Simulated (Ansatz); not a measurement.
# Fields on a plane of TlI (CsCl type)

```xyz
2
Lattice="4.2452 0.0000 0.0000 0.0000 4.2452 0.0000 0.0000 0.0000 4.2452" Properties=species:S:1:pos:R:3 pbc="T T T"
Tl     0.0000     0.0000     0.0000
I      2.1226     2.1226     2.1226
```

The slice is a {210} plane (indices of the conventional cell) through the point (0.000, 0.000, 0.000) (fractional), spanned by u = [100] and v = [021] in vectors of this cell: u (4.25 Å) and v (9.49 Å, at 90° to u). It covers one period; positions are fractions (u, v).

Atoms on it: Tl at (0.00, 0.00). Other atoms lie within 1 Å of the plane.

Calculation: r2SCAN (plane waves to 500 eV, PAW, scalar-relativistic; Ansatz, a first-principles code). k mesh 8×8×8. Inside the PAW spheres the values are not all-electron values, and peaks at nuclei hang on which shells count as valence. Spin-orbit coupling is left out, though I and Tl are heavy. TlI was relaxed with its symmetry unable to fall.

```
|9988775533220000002233557788|
|8877665533110000001133556677|
|6666553322110000001122335566|
|4444332211111111111111223344|
|2222221111222222222211112222|
|1111111122333333333322111111|
|0000112233334444443333221100|
|0000112233445555554433221100|
|0000113344555555555544331100|
|0011223344555555555544332211|
|0011112233445555554433221111|
|0011112233444444444433221111|
|0000111122333333333322111100|
|0000001111222222222211110000|
|0000000000111111111100000000|
|0000000000000011000000000000|
|0000000000111111111100000000|
|0000001111222222222211110000|
|0000111122333333333322111100|
|0011112233444444444433221111|
|0011112233445555554433221111|
|0011223344555555555544332211|
|0000113344555555555544331100|
|0000112233445555554433221100|
|0000112233334444443333221100|
|1111111122333333333322111111|
|2222221111222222222211112222|
|4444332211111111111111223344|
|6666553322110000001122335566|
|8877665533110000001133556677|
|9988775533220000002233557788|
|9999886644220000002244668899|
```
Scale: ten equal steps from -1.65 (start of '0') to 0.96 (end of '9'), in the order '0123456789'. Values: log₁₀ of the valence density in e/Å³. The map has 14 points along u (two characters each, u = 0 at the left) and 32 along v (v = 0 in the bottom row). The scale is logarithmic, as a density can span decades between atoms and voids.

```
v \ u   0.00  0.14  0.29   0.43   0.57  0.71  0.86
-----  -----  ----  ----  -----  -----  ----  ----
0.88   <-3.0   0.0   3.7    5.0    5.0   3.7   0.0
0.75     5.2   5.0   2.3  <-3.0  <-3.0   2.3   5.0
0.62     4.6   4.7   3.3   -1.5   -1.5   3.3   4.7
0.50     4.2   4.7   5.4    5.8    5.8   5.4   4.7
0.38     4.6   4.7   3.3   -1.5   -1.5   3.3   4.7
0.25     5.2   5.0   2.3  <-3.0  <-3.0   2.3   5.0
0.12   <-3.0   0.0   3.7    5.0    5.0   3.7   0.0
0.00       x     x  -2.7    3.8    3.8  -2.7     x
```

Values: electrostatic potential energy of an electron, from the cell's mean, in eV. Points within 1 Å of a nucleus are blanked (x), as the pseudised field means little there. Values under -3 eV are set to -3. The zero, the cell's mean, hangs on the PAW cores.
